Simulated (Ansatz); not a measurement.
YSb in the zincblende structure, relaxed with r2SCAN in the plane-wave code Ansatz: it is cubic, F-43m (No. 216); a = 6.937 Å in the conventional setting, 41.72 Å³ an atom. Y has 4 Sb at 3.00 Å; Sb has 4 Y at 3.00 Å. The cell was then strained (x, y and z are the cube axes), with the atoms relaxed again; stress is positive in compression. No spin polarisation. The prototype was imposed, so other structures may be more stable.

- Isotropic -0.5 % on every length: the pressure changes by +0.63 GPa, and the HSE06 gap (X) goes from 2.101 to 2.084 eV.
- Epitaxial strain of +1.0 % in the (001) plane: the free normal strain is -1.83 % and the in-plane stress changes by -0.12 GPa.

(1) What bulk modulus does the isotropic step give?

(2) Give the volume deformation potential of that gap and its pressure coefficient.

(3) What do the film's normal strain and stress say about the elastic constants?

(4) How much elastic energy does the film store, with 41.72 Å³ an atom?

Answers

(1) Δ ln V = 3 ln(0.9950) = -0.0150, so B ≈ −ΔP/Δ ln V = 42 GPa.

(2) a_V = ΔE_g/Δ ln V = (-0.017)/(-0.0150) = +1.13 eV; dE_g/dP = −a_V/B = -27 meV/GPa, with HSE06's gap and r2SCAN's modulus.

(3) ε⊥/ε∥ = (-0.0183)/(+0.0100) = -1.83, which linear elasticity sets to −2C₁₂/C₁₁. The biaxial modulus is M = −Δσ/ε∥ = 12 GPa.

(4) u = M ε∥² = −Δσ ε∥ = +0.12 × (+0.0100) = 0.0012 GPa, and 1 GPa Å³ is 6.2415 meV: 0.31 meV an atom. The total energies of the two runs differ by 0.34 meV an atom.

No spin-orbit coupling is included; it can move band edges with weight on the heavy atoms by tenths of an eV.

Where an edge lies off the special points, it is a point of the mesh or the k point where a search put PBE's edge or least direct gap, reused for the other functionals, whose own edges may lie a little apart.

The meshes of the hybrids are coarse, so their gaps aren't converged to the digits shown.
